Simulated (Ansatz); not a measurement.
Ta4N5:
Space group I4/m (No. 87); a = 6.8222 Å, b = 6.8222 Å, c = 4.2584 Å, α = 90.00°, β = 90.00°, γ = 90.00°

```json
[
 {"atom": "Ta", "site": "8h", "symmetry": "m..", "x": "0.3951", "y": "0.2156", "z": "0.0000"},
 {"atom": "N", "site": "2b", "symmetry": "4/m..", "x": "0.0000", "y": "0.0000", "z": "0.5000"},
 {"atom": "N", "site": "8h", "symmetry": "m..", "x": "0.0916", "y": "0.3063", "z": "0.0000"}
]
```
(The calculation used a cell of 9 atoms; values per cell refer to that cell.)

Relaxed at zero pressure with the program Ansatz at the PBEsol level (PAW).

Problem. The volume is raised by 3 % and shape and atoms relax at that volume. What pressure results, and how do the axes share the change?

Solution. -8.6 GPa; a 1.1 %, b 1.1 %, c 0.8 %; the energy rises by 9 meV/atom.

Problem. Give the new structure.

Solution. 
Space group I4/m (No. 87); a = b = 6.8962 Å, c = 4.2925 Å, α = β = γ = 90.00°

```csv
atom,site,symmetry,x,y,z
Ta,8h,m..,0.3950,0.2164,0.0000
N,2b,4/m..,0.0000,0.0000,0.5000
N,8h,m..,0.0922,0.3086,0.0000
```

The phase is kept; no other phase was compared at this pressure.

The workflow started from a Materials Project entry (that database holds measured and hypothetical structures alike); the Crystallography Open Database copy checked does not list it. Its standing as an ambient phase is unchecked. Symmetry was held in the PBEsol relaxation; its stability against distortions is not shown here. No spin polarisation was allowed. Scalar-relativistic: spin–orbit coupling is off unless named, which matters more the heavier the elements.

Potentials: the later of the program's two PAW sets.
